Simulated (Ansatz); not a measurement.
Relaxed-ion elastic tensor of ZrTi in space group P-6m2 (No. 187; Zr on 1a, Ti on 1d) in GPa (Voigt order), r²SCAN (plane waves, PAW; program Ansatz); density 5.64 g/cm³, 20.48 Å³ per atom.

```
 146  81.3  69.3   0.0   0.0   0.0
81.3   146  69.3   0.0   0.0   0.0
69.3  69.3   177   0.0   0.0   0.0
 0.0   0.0   0.0  36.3   0.0   0.0
 0.0   0.0   0.0   0.0  36.3   0.0
 0.0   0.0   0.0   0.0   0.0  32.5
```

### Question
Is the crystal mechanically stable?

### Answer
Yes: the smallest eigenvalue of C is 32.5 GPa.

### Question
Work out the Voigt, Reuss and Hill averages.

### Answer
K_V = 101, K_R = 101, K_H = 101; G_V = 37.7, G_R = 36.7, G_H = 37.2 GPa.

### Question
Give Young's modulus, Poisson's ratio, Pugh's ratio and the universal anisotropy index.

### Answer
E = 9KG/(3K + G) = 99.3 GPa; ν = 0.34; K/G = 2.71 (ductile by the Pugh limit of 1.75); A_U = 5G_V/G_R + K_V/K_R − 6 = 0.14.

### Question
Estimate the sound speeds and the Debye temperature.

### Answer
v_l = √((K + 4G/3)/ρ) = 5170 m/s, v_t = √(G/ρ) = 2570 m/s, mean 2880 m/s; Θ = (h/k)(3n/4πV)^(1/3) v_m = 314 K.

### Question
Solve the Christoffel equation for the three sound speeds along x, y, z.

### Answer
Eigenvalues of C_ijkl n_j n_l equal ρv². In km/s, slowest first: x 2.40, 2.54, 5.09; y 2.40, 2.54, 5.09; z 2.54, 2.54, 5.60.

### Question
How much does each axis shrink under pressure?

### Answer
Linear compressibilities β_i = Σ_j S_ij (j = 1 to 3): x 3.5, y 3.5, z 2.9 per TPa.

The first step of the workflow began from a Materials Project structure, measured or hypothetical; the Crystallography Open Database copy checked does not list it. With Zr and Ti taken as one species the cell has the higher symmetry P6_3/mmc, so it may be an ordered model of a mixed-site phase. Whether it is the stable phase at ambient conditions was not checked. The r²SCAN relaxation kept the symmetry of its start; whether a distortion lowers the energy is not shown. No spin polarisation was allowed. As this level gives no gap, shear constants depend on the k-mesh and smearing (Fermi–Dirac, 0.1 eV here).

Potentials: the later of the program's two PAW sets.
